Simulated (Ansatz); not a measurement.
ZrAg in space group Cmcm (No. 63; Zr on 4c, Ag on 4c) under volume change, DFT-PBEsol in the program Ansatz with PAW potentials, shape and atoms relaxed at each volume.

```json
[
 {"V (Å³/atom)": "17.518", "E − E(relaxed) (meV/atom)": "66.7", "P (GPa)": "13.41"},
 {"V (Å³/atom)": "18.096", "E − E(relaxed) (meV/atom)": "28.0", "P (GPa)": "8.20"},
 {"V (Å³/atom)": "18.673", "E − E(relaxed) (meV/atom)": "6.6", "P (GPa)": "3.77"},
 {"V (Å³/atom)": "19.251", "E − E(relaxed) (meV/atom)": "0.0", "P (GPa)": "0.00"},
 {"V (Å³/atom)": "19.828", "E − E(relaxed) (meV/atom)": "5.9", "P (GPa)": "-3.22"},
 {"V (Å³/atom)": "20.406", "E − E(relaxed) (meV/atom)": "22.6", "P (GPa)": "-5.94"},
 {"V (Å³/atom)": "20.983", "E − E(relaxed) (meV/atom)": "48.3", "P (GPa)": "-8.26"}
]
```

Q: What does a third-order Birch–Murnaghan fit give for V₀, B₀ and B′?

A: V₀ = 19.25 Å³/atom, B₀ = 116 GPa, B′ = 4.4.

The start of the workflow was typed in or built on a structure type; neither database checked (COD, Materials Project) lists it. COD files the formula under space group No. 129, so this cell is another polymorph or a model. Whether it is the stable phase at ambient conditions was not checked. Symmetry was held in the PBEsol relaxation; its stability against distortions is not shown here. The run is not spin-polarised.

Potentials: the earlier of the program's two PAW sets.
